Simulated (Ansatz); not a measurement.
Cu:
```yaml
crystal:
  lattice:
    - [0.00000, 1.78125, 1.78125]
    - [1.78125, 0.00000, 1.78125]
    - [1.78125, 1.78125, 0.00000]
  atoms:
    - { symbol: Cu, position: [0.00000, 0.00000, 0.00000] }
```

Relaxed with the program Ansatz at the PBE+D3(BJ) level (PAW). Indices refer to the conventional cell of Fm-3m, a = b = c = 3.5625 Å, α = β = γ = 90.00°.

Q: Simulate the powder diffraction pattern (Cu Kα, λ = 1.54184 Å; lines above 1 %) up to 2θ = 90°.

A: Simulated powder pattern, Cu Kα, λ = 1.54184 Å (kinematic, ideal powder, no thermal factors, no anomalous dispersion; the 30 strongest lines at most, above 1 %, up to 2θ = 90°):

```json
[
 {"2θ (°)": "44.03", "d (Å)": "2.057", "I/Imax (%)": "100", "hkl": "(111)"},
 {"2θ (°)": "51.29", "d (Å)": "1.781", "I/Imax (%)": "47", "hkl": "(200)"},
 {"2θ (°)": "75.48", "d (Å)": "1.260", "I/Imax (%)": "26", "hkl": "(220)"}
]
```

The cell was relaxed with PBE+D3(BJ) under the symmetry of its start. The run is not spin-polarised. The pairwise dispersion correction was not fitted to metals.

Potentials: the earlier of the program's two PAW sets.
